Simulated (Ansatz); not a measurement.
# Ti₃Al: from a starting cell to a relaxed one

The start is a generated cell, Ti3Al built in the D019 structure type. The cell and all atomic positions are relaxed at zero pressure with PBE (plane waves to 420 eV, PAW, scalar-relativistic; Ansatz, a first-principles code). The first steps use a coarse 7×7×7 k-mesh.

Input geometry:
```
CELL_PARAMETERS angstrom
      5.95303     0.00000     0.00000
     -2.97651     5.15547     0.00000
      0.00000     0.00000     4.77479
ATOMIC_POSITIONS crystal
  Ti 0.83920 0.67840 0.25000
  Ti 0.16080 0.83920 0.75000
  Ti 0.32160 0.16080 0.25000
  Ti 0.16080 0.32160 0.75000
  Ti 0.83920 0.16080 0.25000
  Ti 0.67840 0.83920 0.75000
  Al 0.33333 0.66667 0.25000
  Al 0.66667 0.33333 0.75000
```

```yaml
initial_pressure: "-8.1 GPa (negative: the cell is under tension)"
largest_initial_force: 0.73 eV/Å, on Ti1, Ti2, Ti3, Ti4, Ti5, Ti6 (atoms numbered as listed)
outcome: The space group stays P6₃/mmc (No. 194) (the run could not lower it); the end is AFLOW prototype A3B_hP8_194_h_c (D0_19, as in Ni3Sn), with 8 atoms in the primitive cell
Shortest distances (start → end): "The closest pairs of elements (up to four, under 3.6 Å), start → end: Ti–Ti 2.87 → 2.83 Å; Al–Ti 2.98 → 2.84 Å"
band_gap_at_the_end: zero (metallic)
optimiser_moves: 5
```

It ends as:

Space group P6₃/mmc (No. 194); a = b = 5.756 Å, c = 4.654 Å, α = β = 90.00°, γ = 120.00°

```
atom  site  symmetry       x       y       z
----  ----  --------  ------  ------  ------
Ti      6h       mm2  0.3394  0.1697  0.2500
Al      2c      -6m2  0.3333  0.6667  0.2500
```

Final values are on a 10×10×10 k-mesh of the relaxed cell. No spin polarisation in the result.

The run could not lose the symmetry of its start; a randomly shaken copy of 8 atoms returns to this structure.
